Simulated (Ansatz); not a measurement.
Input file for Ansatz (an electronic-structure program):

Ansatz 0.2 input:
```yaml
crystal:
  lattice:
    - [-2.8252323308, 2.8252323308, 5.662901886]
    - [2.8252323308, -2.8252323308, 5.662901886]
    - [2.8252323308, 2.8252323308, -5.662901886]
  atoms:
    - { symbol: Zn, position: [0.75, 0.25, 0.5] }
    - { symbol: Zn, position: [0.0, 0.0, 0.0] }
    - { symbol: Sn, position: [0.25, 0.75, 0.5] }
    - { symbol: Sn, position: [0.5, 0.5, 0.0] }
    - { symbol: P, position: [0.1032529965, 0.125, 0.4782529965] }
    - { symbol: P, position: [0.6467470035, 0.625, 0.5217470035] }
    - { symbol: P, position: [0.375, 0.8967470035, 0.0217470035] }
    - { symbol: P, position: [0.875, 0.3532529965, 0.9782529965] }
kpoints:
  mp_grid: { grid: [7, 7, 7] }
hamiltonian:
  xc: r2scan
  pseudopotentials: { kind: paw }
scf:
  occupations: { method: fixed }
checkpoint: { read: static.run }
output: { bader: true, populations: true }
```

Output (shortened):

```
Pseudopotential: Zn, paw, valence charge 12
Pseudopotential: Sn, paw, valence charge 14
Pseudopotential: P, paw, valence charge 5
Functional definition: r2SCAN
Crystal: 8 atoms, lattice volume = 180.804 Å³
Basis set: ecut = 500 eV, 4589 PW (Γ), exchange–correlation on 216×216×216 points (64 copies of the dense FFT grid, shifted against one another)
Bands: 44, of which v1, the nominal top of the filled ones, is band 36 counted from 1 (35 counted from 0)
Symmetry: 8 space group operations
Space group: I-42d (ITA 122), of the structure as read, at distance tolerance 5.7e-5 Å
k-points: 40 of 343 (time reversal used)
Stability of the state it starts from, as read at its close in the unpolarized treatment …
iter 1 solved again at ethr=5.43e-7 eV; its pass at ethr=3.10e-3 eV (dr2=3.91e-4 eV) is discarded
SCF iter   1: F=—  HF=-21767.478462 eV  |F-HF|=—  |Δ(HF+E_count)|=         —  Δρ=3.21e-6  dr2=1.02e-8  dr2_τ=1.22e-9  ethr=5.43e-7  ⟨swp⟩=3.9  Hψ=11826  notcnv=0  defer=240
preconditioner: auto → Resta (q_TF=auto, 2.340 Å⁻¹)
SCF iter   2: F=—  HF=-21767.478453 eV  |F-HF|=—  |Δ(HF+E_count)|=   8.92e-6  Δρ=2.01e-6  dr2=3.56e-9  dr2_τ=1.33e-9  ethr=1.42e-11  ⟨swp⟩=15.4  Hψ=10924  notcnv=0
SCF iter   3: F=-21767.478453 eV  HF=-21767.478453 eV  |F-HF|=1.16e-9  |Δ(HF+E_count)|=   1.55e-9  Δρ=1.17e-6  dr2=1.27e-9  dr2_τ=1.74e-10  ethr=4.95e-12  ⟨swp⟩=1.3  Hψ=4356  notcnv=0
SCF 1 converged in 3 iterations: F = -21767.478453 eV  dr2 = 1.27e-9
SCF converged after 3 iterations
Free energy (F): -21767.478453 eV
Harris-Foulkes:  -21767.478453 eV  (|F-HF|=1.16e-9)
Internal energy: -21767.478453 eV  (E = F + TS)
E sigma→0 (E₀):  -21767.478453 eV
Fermi energy:    7.113839 eV
--- Per-component energies (eV) ---
  E_band       = -239.242795
  E_kinetic    = 913.423385
  E_local      = -6373.302979  (includes V_loc(G=0)·N_el)
  E_nonlocal   = 1299.486982
  E_hartree    = 3023.228943
  E_xc         = -1229.288412
  E_vxc        = -574.772276  (∫ρ·V_xc dr)
  E_paw        = -14323.335169  (= ΣΔE_a)
  E_vpaw       = -1581.248781  (= ΣTr[D̂ρ^β])
  E_aug_tail   = -0.000106  (compensation charges beyond the density's cutoff)
  E_vtau       = 30.713973  (kinetic-family band-sum trace: ∫τ·v_τ [+ j·A + Jᵃ·Aᵃ] dr)
  E_ewald      = -5078.433130
  E_core_change = 0.742034  (= ΣΔE_core)
  E_smearing   =  0.000000  (= −TS)
  E_closure    =  0.000000  (closes the sum)
  Σ components = -21767.478453   (vs F -21767.478453, Δ=0.00e0)
  [band-id]    e_kinetic+e_local+e_nonlocal+2·e_hartree+e_vxc+e_vpaw+e_augmentation_tail+e_vtau = -239.241916   (vs E_band -239.242795, Δ=8.79e-4)
--- Band table (eV; the first three rows and the last of 40) ---
  k-point 0: bands = ["-15.1859", "-15.1859", "-15.1858", "-15.1645", "-15.1517", "-15.1517", "-15.1125", "-15.1077", "-15.1023", "-15.0976", "-5.7305", "-3.2619", "-3.2362", "-3.2362", "-0.9628", "0.1134", "0.1185", "0.1185", "0.2238", "0.2418", "0.3121", …
  k-point 1: bands = ["-15.1873", "-15.1854", "-15.1825", "-15.1652", "-15.1534", "-15.1531", "-15.1114", "-15.1071", "-15.1023", "-15.0979", "-5.5859", "-3.4351", "-3.3853", "-3.2552", "-0.8077", "-0.0118", "0.1162", "0.1184", "0.2531", "0.2747", "0.3040", …
  k-point 2: bands = ["-15.1870", "-15.1844", "-15.1777", "-15.1670", "-15.1572", "-15.1568", "-15.1087", "-15.1053", "-15.1028", "-15.0990", "-5.1797", "-3.8145", "-3.6609", "-3.3282", "-0.5137", "-0.1427", "0.1168", "0.1202", "0.2642", "0.2785", "0.2900", …
  k-point 39: bands = ["-15.1923", "-15.1911", "-15.1750", "-15.1750", "-15.1471", "-15.1452", "-15.1135", "-15.1130", "-15.0966", "-15.0964", "-4.7854", "-4.7684", "-3.4540", "-3.2636", "-0.3180", "-0.3178", "0.1398", "0.1515", "0.1597", "0.2044", "0.3089", …
--- Löwdin populations: 8 sites ---
  site symbol       q [e]
     0     Zn     10.7332
     1     Zn     10.7332
     2     Sn     13.4236
     3     Sn     13.4236
     4      P      5.7697
     5      P      5.7697
     6      P      5.7697
     7      P      5.7697
  spilling = 0.008441 (of n_electrons = 72.000000)
--- Bader charges: 8 sites ---
  site symbol  charge [e]  shift [e]
     0     Zn      0.6663     0.0007
     1     Zn      0.6663     0.0007
     2     Sn      1.0367     0.0028
     3     Sn      1.0367     0.0028
     4      P     -0.8515     0.0010
     5      P     -0.8515     0.0010
     6      P     -0.8515     0.0010
     7      P     -0.8515     0.0010
  shift: an alarm, by how much a part of what the PAW files miss would move the charge. Where it is large, compare
  with a run on PAW files of another source; a small one proves nothing
  estimated error of the sums over rays = 4.4e-4 e
```

Cost: about 3 core-minutes (a rough figure) on shared cores.

The cell was relaxed with r²SCAN under the symmetry of its start. Spin–orbit coupling is left out wherever it is not named.

Potentials: the later of the program's two PAW sets.

Ansatz is a plane-wave DFT program.
